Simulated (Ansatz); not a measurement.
Tc:
```
CELL_PARAMETERS angstrom
      2.73656     0.00000     0.00000
     -1.36828     2.36993     0.00000
      0.00000     0.00000     4.38074
ATOMIC_POSITIONS crystal
  Tc 0.33333 0.66667 0.75000
  Tc 0.66667 0.33333 0.25000
```

Relaxed with r²SCAN. Special points in fractions of this cell's reciprocal vectors: Γ (0.000, 0.000, 0.000); M (0.500, 0.000, 0.000); K (0.333, 0.333, 0.000); A (0.000, 0.000, 0.500); L (0.500, 0.000, 0.500); H (0.333, 0.333, 0.500).

**Question.** List the band energies nearest the Fermi level at these points for the program Ansatz at the r²SCAN level (PAW).

**Answer.** In eV from the Fermi level; about four levels below and three above (degenerate sets whole), none deeper than 8.9 eV; … stands for higher levels left out; points with the same levels are listed once.

```
k                    below                above
-  -----------------------  -------------------
Γ  -0.85 -0.85 -0.12 -0.12               1.74 …
M  -1.98 -1.19 -1.01 -0.50       3.09 3.53 3.55
K  -3.07 -1.97 -1.97 -0.03       2.46 2.46 2.90
A  -1.75 -1.75 -1.75 -1.75                    …
L  -5.60 -5.60 -3.89 -3.89  0.16 0.16 1.48 1.48
H  -1.88 -1.88 -0.08 -0.08          2.76 2.76 …
```

Space group P6_3/mmc (hcp (Mg type)). The cell was relaxed with r²SCAN under the symmetry of its start. At this level the phase is dynamically unstable (imaginary phonons). The run is not spin-polarised. Scalar-relativistic: spin–orbit coupling is off unless named, which matters more the heavier the elements.

Potentials: the later of the program's two PAW sets.
